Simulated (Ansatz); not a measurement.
**Structure search: one In3As candidate**

Theory: Ansatz 0.2.0, DFT PBE, scalar-relativistic, plane waves, PAW. Cutoff 420 eV, Gaussian smearing, Γ-centred meshes. Cell and atoms relax first on a coarse mesh and then on a finer one. In between, the cell is made exact in the group found at 0.06 Å. In metals the finer mesh still leaves noise of several meV/atom or more. The steps can't lower the symmetry of their start. No spin polarisation.

A trial structure of In3As was built thus: random cell by space group and Wyckoff sites (I4/mmm, No. 139). The dimensions are guesses.

```cif
data_structure
_symmetry_space_group_name_H-M 'P 1'
_symmetry_Int_Tables_number 1
_cell_length_a 5.3015
_cell_length_b 5.3015
_cell_length_c 5.3015
_cell_angle_alpha 113.639
_cell_angle_beta 113.639
_cell_angle_gamma 101.423
_cell_volume 113.04
loop_
_atom_site_label
_atom_site_type_symbol
_atom_site_fract_x
_atom_site_fract_y
_atom_site_fract_z
_atom_site_occupancy
In1 In 0.50000 0.50000 0.00000 1
In2 In 0.50000 0.00000 0.50000 1
In3 In 0.00000 0.50000 0.50000 1
As1 As 0.00000 0.00000 0.00000 1
```

The zero of energy is the elements' standard structures at the same level; no fitted shifts are applied.

Question: Describe the relaxed structure.

Answer: The symmetry goes from I4/mmm (No. 139) to Im-3m (No. 229). The volume per atom shrinks by 5.7 %, from 28.3 to 26.7 Å³. The shortest distance goes from 2.90 Å (In–As and In–In) to 2.99 Å (In–As and In–In). Conventional cell: a = 5.974 Å. In has 2 As at 2.99 Å and 4 In at 2.99 Å; As is surrounded by 6 In at 2.99 Å.

```
In As
1.0
    -2.98718    2.98718    2.98718
     2.98718   -2.98718    2.98718
     2.98718    2.98718   -2.98718
In As
3 1
Direct
  0.50000 0.50000 0.00000
  0.50000 0.00000 0.50000
  0.00000 0.50000 0.50000
  0.00000 0.00000 0.00000
```

Question: Give its energy and gap.

Answer: The energy over the elements is +0.11 eV/atom and the gap on the 12×12×12 mesh of the 4-atom cell is 0 eV (a metal).

A positive value: parting into the elements would lower its energy.

The last run used Gaussian smearing of 0.10 eV. The reference form of As is held partly by dispersion forces, which this level lacks. Symmetry constrained the relaxation, so the result can be a saddle point. In all, the 3 runs took 2.2 min on 1 thread of Arm Neoverse V2, with other jobs on the host. Another cell of In3As relaxed alike, in I4/mmm, lies 30 meV/atom lower, so this cell isn't the stable form at this level.
